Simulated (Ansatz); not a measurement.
GeMo:
```
CELL_PARAMETERS angstrom
      0.00000     2.56959     2.56959
      2.56959     0.00000     2.56959
      2.56959     2.56959     0.00000
ATOMIC_POSITIONS crystal
  Ge 0.00000 0.00000 0.00000
  Mo 0.50000 0.50000 0.50000
```

Relaxed with PBE. Special points in fractions of this cell's reciprocal vectors: Γ (0.000, 0.000, 0.000); X (0.500, 0.000, 0.500); U (0.625, 0.250, 0.625); K (0.375, 0.375, 0.750); L (0.500, 0.500, 0.500); W (0.500, 0.250, 0.750).

Question: List the band energies nearest the Fermi level at these points for plane-wave PAW PBE (Ansatz code).

Answer: In eV from the Fermi level; about four levels below and three above (degenerate sets whole), none deeper than 8.9 eV; points with the same levels are listed once.

| k | below | above |
|---|---|---|
| Γ | -1.53 -1.53 -1.53 -0.93 -0.93 | 2.72 2.72 2.72 |
| X | -3.12 -0.10 -0.03 -0.03 | 0.83 0.83 2.69 |
| U | -4.11 -3.79 -2.40 -0.34 | 0.47 1.49 2.50 |
| L | -8.39 -6.12 -3.50 -3.50 | 0.27 0.27 1.49 |
| W | -8.79 -3.71 -3.71 -3.36 | 0.83 0.98 0.98 |

Space group Fm-3m (rock salt). The cell is a constructed one: a structure type filled with these elements; neither database checked (COD, Materials Project) lists it. Whether it is the stable phase at ambient conditions was not checked. The PBE relaxation kept the symmetry of its start; whether a distortion lowers the energy is not shown. No spin polarisation was allowed. Spin–orbit coupling is left out wherever it is not named.

Potentials: the later of the program's two PAW sets.
